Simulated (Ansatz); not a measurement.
Relaxed Te (trigonal-Te type, space group P3_121):

```
Te
1.0
    4.62355     0.00000     0.00000
   -2.31177     4.00411     0.00000
    0.00000     0.00000     5.90437
Te
3
Direct
  0.25344   0.00000   0.33333
  0.00000   0.25344   0.66667
  0.74656   0.74656   0.00000
```

In this cell atom 2 (Te, nearest neighbour Te at 2.827 Å; its periodic images, 4.6 Å or more away, move with it) is moved by u·(0.707, 0.707, 0.000) + v·(0.000, 0.000, 1.000); the rest is frozen.

Level of theory: r2SCAN (plane waves to 500 eV, PAW, scalar-relativistic; Ansatz, a first-principles code). k mesh 7×7×5 (Γ-centred), Fermi-Dirac smearing 0.05 eV. Points where atoms come too close for the PAW data are left out (x in tables, blank in figures). As the smearing reaches across the gap at some points, energies and forces of such displacements shift with the k mesh and the smearing. Fu and Fv are the components of the force on the atom. Spin-orbit coupling is left out, though Te is heavy. Te was relaxed with its symmetry unable to fall. The PAW data are Ansatz's earlier set. 

Task: What Fv (eV/Å) does the calculation give at all points of the grid u = -0.930, -0.620, -0.310, 0.000, 0.310, 0.620, 0.930 by v = -0.930, -0.620, -0.310, 0.000, 0.310, 0.620, 0.930?

Result: Fv (eV/Å), with u across and v down:

```
v \ u   -0.930  -0.620  -0.310  0.000  0.310  0.620  0.930
------  ------  ------  ------  -----  -----  -----  -----
-0.930    3.98    3.88    4.68   5.82   6.79   7.01   6.25
-0.620    2.92    2.80    3.20   3.74   4.19   4.21   3.72
-0.310    0.98    1.19    1.53   1.79   1.86   1.71   1.40
0.000    -2.03   -1.23   -0.48   0.00   0.13  -0.07  -0.39
0.310    -7.42   -5.09   -3.06  -1.79  -1.31  -1.36  -1.77
0.620        x  -11.31   -6.68  -3.74  -2.45  -2.23  -3.03
0.930        x       x  -10.94  -5.82  -3.39  -2.75  -4.16
```

(For displaced atoms, the force is minus the slope of the energy, and its curvature is a force constant, which sets phonon frequencies.)
